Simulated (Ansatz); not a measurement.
This is a band-structure calculation with the PAW code Ansatz on Sb2Se3 (Pnma) from a database structure; the level of theory is PBE. Cell and atoms come from a relaxation with r2SCAN+rVV10.

Input (YAML):
```yaml
crystal:
  lattice:
    - [12.0226055422, 0.0, 0.0]
    - [0.0, 3.9891681306, 0.0]
    - [0.0, 0.0, 11.5866093665]
  atoms:
    - { symbol: Sb, position: [0.1447683128, 0.75, 0.0386268024] }
    - { symbol: Sb, position: [0.8552316872, 0.25, 0.9613731976] }
    - { symbol: Sb, position: [0.3552316872, 0.25, 0.5386268024] }
    - { symbol: Sb, position: [0.6447683128, 0.75, 0.4613731976] }
    - { symbol: Sb, position: [0.0301011303, 0.25, 0.329151006] }
    - { symbol: Sb, position: [0.9698988697, 0.75, 0.670848994] }
    - { symbol: Sb, position: [0.4698988697, 0.75, 0.829151006] }
    - { symbol: Sb, position: [0.5301011303, 0.25, 0.170848994] }
    - { symbol: Se, position: [0.9471149291, 0.75, 0.1290006156] }
    - { symbol: Se, position: [0.0528850709, 0.25, 0.8709993844] }
    - { symbol: Se, position: [0.5528850709, 0.25, 0.6290006156] }
    - { symbol: Se, position: [0.4471149291, 0.75, 0.3709993844] }
    - { symbol: Se, position: [0.2103638172, 0.25, 0.1942314213] }
    - { symbol: Se, position: [0.7896361828, 0.75, 0.8057685787] }
    - { symbol: Se, position: [0.2896361828, 0.75, 0.6942314213] }
    - { symbol: Se, position: [0.7103638172, 0.25, 0.3057685787] }
    - { symbol: Se, position: [0.6278712464, 0.75, 0.0540609194] }
    - { symbol: Se, position: [0.3721287536, 0.25, 0.9459390806] }
    - { symbol: Se, position: [0.8721287536, 0.25, 0.5540609194] }
    - { symbol: Se, position: [0.1278712464, 0.75, 0.4459390806] }
kpoints:
  mp_grid: { grid: [2, 6, 2] }
  band_path:
    path:
      - [[0.0, 0.0, 0.0], [0.5, 0.0, 0.0], [0.5, 0.5, 0.0], [0.0, 0.5, 0.0], [0.0, 0.0, 0.0], [0.0, 0.0, 0.5], [0.5, 0.0, 0.5], [0.5, 0.5, 0.5], [0.0, 0.5, 0.5], [0.0, 0.0, 0.5]]
      - [[0.5, 0.0, 0.0], [0.5, 0.0, 0.5]]
      - [[0.0, 0.5, 0.0], [0.0, 0.5, 0.5]]
      - [[0.5, 0.5, 0.0], [0.5, 0.5, 0.5]]
    npoints: 10
hamiltonian:
  xc: pbe
scf:
  occupations: { method: fermi_dirac, width: 0.02 }
  n_extra_bands: 9
output:
  forces: true
  stress: true
  eigenvalues: true
  write_density: true
  write_potential: true
  elf: true
  volumetric_format: npy
```

Q: What wall time did it need on 1 × NVIDIA H100 80GB HBM3 with 4 threads of AMD EPYC 7R13 Processor (Zen 3), with other jobs on the host, load about 3.5 per core, and how much host memory at the peak?

A: About 27 s, with a peak of 2 GiB.

Main lines of the log:
```
scf.n_extra_bands = 9 over 156 filled bands (N_el = 312.0): the run solves 165 bands
Pseudopotential: Sb, paw, valence charge 15, recommended cutoff 420 eV (normal)
Pseudopotential: Se, paw, valence charge 16, recommended cutoff 420 eV (normal)
Functional definition: PBE
Crystal: 20 atoms, lattice volume = 555.696 Å³
Basis set: ecut = 420 eV, 10883 PW (Γ)
Symmetry: 8 space group operations
Space group: Pnma (ITA 62)
k-points: 16 of 24
Free energy (F): -117509.919139 eV
Fermi energy:    8.552395 eV
--- Forces (eV/Å), atoms counted from 1 ---
  atom   1  Sb      0.14056      0.00000    -0.13203
  atom   2  Sb    -0.14056      0.00000      0.13203
  atom   3  Sb    -0.14056      0.00000    -0.13203
  atom   4  Sb      0.14056      0.00000      0.13203
  atom   5  Sb    -0.25784      0.00000    -0.09181
  atom   6  Sb      0.25784      0.00000      0.09181
  atom   7  Sb      0.25784      0.00000    -0.09181
  atom   8  Sb    -0.25784      0.00000      0.09181
  atom   9  Se    -0.16206      0.00000      0.15557
  atom  10  Se      0.16206      0.00000    -0.15557
  atom  11  Se      0.16206      0.00000      0.15557
  atom  12  Se    -0.16206      0.00000    -0.15557
  atom  13  Se      0.19041      0.00000    -0.00342
  atom  14  Se    -0.19041      0.00000      0.00342
  atom  15  Se    -0.19041      0.00000    -0.00342
  atom  16  Se      0.19041      0.00000      0.00342
  atom  17  Se      0.16096      0.00000    -0.17804
  atom  18  Se    -0.16096      0.00000      0.17804
  atom  19  Se    -0.16096      0.00000    -0.17804
  atom  20  Se      0.16096      0.00000      0.17804
--- Stress (GPa, compression-positive) ---
        2.276897       0.000000       0.000000
        0.000000       2.085980       0.000000
        0.000000       0.000000       1.851602
  P = ⅓ Tr σ = 2.0715 GPa (20.715 kbar)
--- Band table (eV; the first three rows and the last of 16) ---
  k-point 0: bands = […, 7.4777, 7.4790, 7.7583, 7.9168, 7.9700, 7.9735, 9.2466, 9.2502, 9.4145, 9.5272, …]
  k-point 1: bands = […, 7.2816, 7.2816, 7.7730, 7.7730, 7.9421, 7.9421, 9.0421, 9.0421, 9.8128, 9.8128, …]
  k-point 2: bands = […, 7.4268, 7.4911, 7.7287, 7.8097, 7.8568, 7.8772, 9.3016, 9.4693, 9.7688, 10.0782, …]
  k-point 15: bands = […, 6.9681, 6.9681, 7.2577, 7.2577, 7.2577, 7.2577, 9.8105, 9.8105, 9.8105, 9.8105, …]
```

The rows of the band table are 0: (0, 0, 0) = Γ, 1: (0, 0, -1/2) = Z, 2: (0, 1/6, 0), 15: (-1/2, -1/2, -1/2) = R.

Levels along the path, in eV from the valence top (v1 is the last filled band, c1 the first empty one):

| point | distance (1/Å) | v3 | v2 | v1 | c1 | c2 |
| --- | --- | --- | --- | --- | --- | --- |
| Γ | 0.00 | -0.20 | -0.14 | -0.14 | 1.13 | 1.14 |
| · | 0.13 | -0.28 | -0.09 | -0.07 | 1.08 | 1.18 |
| X | 0.26 | -0.27 | -0.04 | -0.04 | 1.09 | 1.09 |
| · | 0.66 | -0.62 | -0.40 | -0.40 | 1.15 | 1.15 |
| S | 1.05 | -0.48 | -0.48 | -0.48 | 1.85 | 1.85 |
| · | 1.18 | -0.61 | -0.39 | -0.39 | 1.79 | 1.79 |
| Y | 1.31 | -0.66 | -0.34 | -0.34 | 1.71 | 1.71 |
| · | 1.70 | -0.45 | -0.39 | -0.37 | 1.20 | 1.55 |
| Γ | 2.10 | -0.20 | -0.14 | -0.14 | 1.13 | 1.14 |
| · | 2.23 | -0.29 | -0.23 | -0.01 | 0.90 | 1.01 |
| Z | 2.37 | -0.34 | -0.17 | -0.17 | 0.93 | 0.93 |
| · | 2.50 | -0.40 | -0.21 | -0.21 | 0.93 | 0.93 |
| U | 2.63 | -0.43 | -0.33 | -0.33 | 0.94 | 0.94 |
| · | 3.02 | -0.41 | -0.36 | -0.36 | 1.67 | 1.67 |
| R | 3.42 | -0.86 | -0.86 | -0.86 | 1.70 | 1.70 |
| · | 3.55 | -0.86 | -0.71 | -0.71 | 1.54 | 1.54 |
| T | 3.68 | -0.78 | -0.62 | -0.62 | 1.45 | 1.45 |
| · | 4.07 | -0.45 | -0.29 | -0.29 | 1.46 | 1.46 |
| Z | 4.47 | -0.34 | -0.17 | -0.17 | 0.93 | 0.93 |
| X | 4.47 | -0.27 | -0.04 | -0.04 | 1.09 | 1.09 |
| · | 4.57 | -0.41 | -0.05 | -0.05 | 0.98 | 0.98 |
| · | 4.71 | -0.44 | -0.30 | -0.30 | 0.93 | 0.93 |
| U | 4.74 | -0.43 | -0.33 | -0.33 | 0.94 | 0.94 |
| Y | 4.74 | -0.66 | -0.34 | -0.34 | 1.71 | 1.71 |
| · | 4.82 | -0.67 | -0.47 | -0.47 | 1.63 | 1.63 |
| · | 4.95 | -0.78 | -0.63 | -0.63 | 1.47 | 1.47 |
| T | 5.01 | -0.78 | -0.62 | -0.62 | 1.45 | 1.45 |
| S | 5.01 | -0.48 | -0.48 | -0.48 | 1.85 | 1.85 |
| · | 5.06 | -0.50 | -0.50 | -0.50 | 1.83 | 1.83 |
| · | 5.20 | -0.72 | -0.72 | -0.72 | 1.71 | 1.71 |
| R | 5.28 | -0.86 | -0.86 | -0.86 | 1.70 | 1.70 |

Planar averages along the third cell vector, from rho_z.tsv and v_z.tsv (valence density with its augmentation; electrostatic potential energy of an electron, of which only differences have a meaning):
```csv
z (Å),ρ (e/Å³),v_es (eV)
0.00,0.421,4.86
0.43,0.719,5.86
0.72,0.696,6.02
1.16,0.427,5.82
1.45,0.621,5.94
1.88,0.664,6.13
2.17,0.734,6.62
2.61,0.333,7.66
2.90,0.220,7.66
3.33,0.486,7.44
3.62,0.734,6.62
4.06,0.648,6.04
4.49,0.519,5.86
4.78,0.427,5.84
5.21,0.777,6.05
5.50,0.584,5.46
5.94,0.466,5.05
6.23,0.719,5.86
6.66,0.538,5.92
6.95,0.427,5.82
7.39,0.658,6.00
7.82,0.715,6.31
8.11,0.650,7.04
8.55,0.246,7.68
8.83,0.246,7.68
9.27,0.650,7.04
9.56,0.715,6.31
9.99,0.658,6.00
10.28,0.519,5.86
10.72,0.538,5.92
11.01,0.777,6.05
11.44,0.466,5.05
```

With PBE the valence top lies at Γ–Z (0.40 of the way from Γ) and the conduction bottom at Γ–Z (0.60 of the way from Γ), 0.89 eV higher; the smallest vertical gap, at Γ–Z (0.50 of the way from Γ), is 0.91 eV. Least and direct gap differ so little that the kind isn't settled. The mean pressure at these positions is +2.07 GPa, compression counted positive. The largest force is 0.27 eV/Å.

No spin polarisation and no zero-point or thermal motion.

No spin-orbit coupling is included; it can move band edges with weight on the heavy atoms by tenths of an eV.
